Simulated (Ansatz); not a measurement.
## rocksalt-structured RuTe

The computed numbers are results of r²SCAN, scalar-relativistic (no spin polarisation) in the plane-wave PAW code Ansatz at 500 eV, Γ-centred 12×12×12 mesh, 0.05 eV Gaussian smearing; PAW files: Ansatz's generated set soft_2.

```xyz
2
Lattice="0.0000 2.7105 2.7105 2.7105 0.0000 2.7105 2.7105 2.7105 0.0000" Properties=species:S:1:pos:R:3 pbc="T T T"
Ru    2.7105    2.7105    2.7105
Te    0.0000    0.0000    0.0000
```

The structure was built from a prototype; whether the compound forms in it isn't claimed.

The run above is the reference. The same cell was run again with other input settings; several of them aren't fit for production, so the rows show the settings' effect and aren't properties of the material.

```tsv
keys changed	outcome	ΔE (meV/atom)	P (GPa)	gap on the mesh (eV)	cell moment (μB)	largest force component (eV/Å)	SCF iterations	rough core-seconds	new warnings
none (reference)	converged	0.0	0.0	metal	–	0.000	–	–	–
scf.convergence.dr2_threshold: 1e-08; basis.ecutwfc: 500 → "14.7 Ry"	converged	8608.3	-14.7	metal	–	0.000	9	2.3	cutoff below recommended; stress scf threshold loose
scf.occupations.method: "gaussian" → "cold"; scf.occupations.width: 0.05 → 0.1	converged	-0.5	0.0	metal	–	0.000	7	6	–
hamiltonian.xc: "r2scan" → "pbesol"; scf.occupations.width: 0.05 → null; scf.occupations.method: "gaussian" → "tetrahedron"; hamiltonian.dispersion: "d3bjatm"	converged	–	-8.0	metal	–	0.000	7	3	band table not solved further; tetrahedron derivatives may miss energy slope
basis.ecutwfc: 500 → "44.1 Ry"; hamiltonian.pseudopotentials: {"kind": "paw", "source": "jth"}	converged	–	2.5	metal	–	0.000	8	8	cutoff below recommended; radial quadrature taken
basis.ecutwfc: 500 → "58.8 Ry"	converged	-1.6	0.0	metal	–	0.000	7	16	–
crystal.symmetry: {"detect": false}; kpoints.mp_grid.grid: [12, 12, 12] → [6, 6, 6]	converged	14.1	0.1	metal	–	0.000	7	17	–
```

ΔE is the energy with the smearing extrapolated to zero. It is left out where the change alters the Hamiltonian or the spin treatment. The varied runs start from atomic densities (corrected by the program's trained start where that serves), with the default search for lower states unless a row changes it.

(1) What happens with these changes: scf.lower_state_search: "light"; basis.ecutrho_ratio: 4 → 8; scf.occupations.width: 0.05 → null; scf.occupations.method: "gaussian" → "tetrahedron_uncorrected"?

(2) What happens with these changes: scf.occupations.width: 0.05 → 0.2; scf.occupations.method: "gaussian" → "methfessel_paxton"?

Answers:

(1) outcome converged, ΔE (meV/atom) 12.3, P (GPa) 0.2, gap on the mesh (eV) metal, largest force component (eV/Å) 0.000, SCF iterations 7, rough core-seconds 7, new warnings band table not solved further.

(2) outcome converged, ΔE (meV/atom) -0.6, P (GPa) 0.0, gap on the mesh (eV) metal, largest force component (eV/Å) 0.000, SCF iterations 7, rough core-seconds 8.

Other pseudopotential files need their own cutoff; where it is too low, pressure and moments show the cutoff and not the files.

The pair part of a dispersion correction pulls inward (a three-body part mostly pushes out), and in metals and ionic crystals with large ions it often overbinds.

1 further run (cut off, refused for memory, with changed atoms or starts, or in doubt) is left out.

Of the reference: These numbers lack spin–orbit coupling.
